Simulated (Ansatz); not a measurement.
Relaxed Y (hcp, Mg type):

```xyz
4
Lattice="7.3651 0.0000 0.0000 -1.8413 3.1892 0.0000 0.0000 0.0000 5.6985" Properties=species:S:1:pos:R:3 pbc="T T T"
Y      0.0000     2.1261     4.2739
Y      3.6826     2.1261     4.2739
Y      1.8413     1.0631     1.4246
Y      5.5239     1.0631     1.4246
```

In each cell atom 2 (Y, nearest neighbour Y at 3.555 Å; its periodic images, 3.7 Å or more away, move with it) moves by s·(0.707, 0.707, 0.000) (along Cartesian [110]), the rest being held.

Computed with r2SCAN (plane waves to 500 eV, PAW, scalar-relativistic; Ansatz, an electronic-structure program). k mesh 6×12×7 (Γ-centred), Fermi-Dirac smearing 0.05 eV. The energy includes the smearing's −TS. With partly filled bands, energies and forces of such displacements shift with the k mesh and the smearing. Y is run without spin polarisation. Y was relaxed with its symmetry unable to fall. ΔE is measured from the undisplaced structure. The last digit holds for this mesh only.

```json
[
 {"s (Å)": "-0.360", "ΔE (meV/cell)": "231.1"},
 {"s (Å)": "-0.288", "ΔE (meV/cell)": "147.9"},
 {"s (Å)": "-0.216", "ΔE (meV/cell)": "83.3"},
 {"s (Å)": "-0.144", "ΔE (meV/cell)": "37.1"},
 {"s (Å)": "-0.072", "ΔE (meV/cell)": "withheld"},
 {"s (Å)": "0.000", "ΔE (meV/cell)": "0.0"},
 {"s (Å)": "0.072", "ΔE (meV/cell)": "9.2"},
 {"s (Å)": "0.144", "ΔE (meV/cell)": "36.3"},
 {"s (Å)": "0.216", "ΔE (meV/cell)": "80.5"},
 {"s (Å)": "0.288", "ΔE (meV/cell)": "140.4"},
 {"s (Å)": "0.360", "ΔE (meV/cell)": "215.0"}
]
```

Fit a polynomial form (powers 2, 3, 4) to the given rows and predict ΔE at s = -0.072.

Least squares on the 10 given rows: ΔE = (1773)·s² + (-168.1)·s³ + (-402.4)·s⁴, in meV/cell with s in Å; root-mean-square residual 0.22 meV/cell. At -0.072 the fit gives 9.2 meV/cell; the calculation gives 9.3 meV/cell, so the interpolation is off by -0.1 (-1.1 %). The quadratic term alone would give 9.2 meV/cell.

(For displaced atoms, the force is minus the slope of the energy, and its curvature is a force constant, which sets phonon frequencies.)
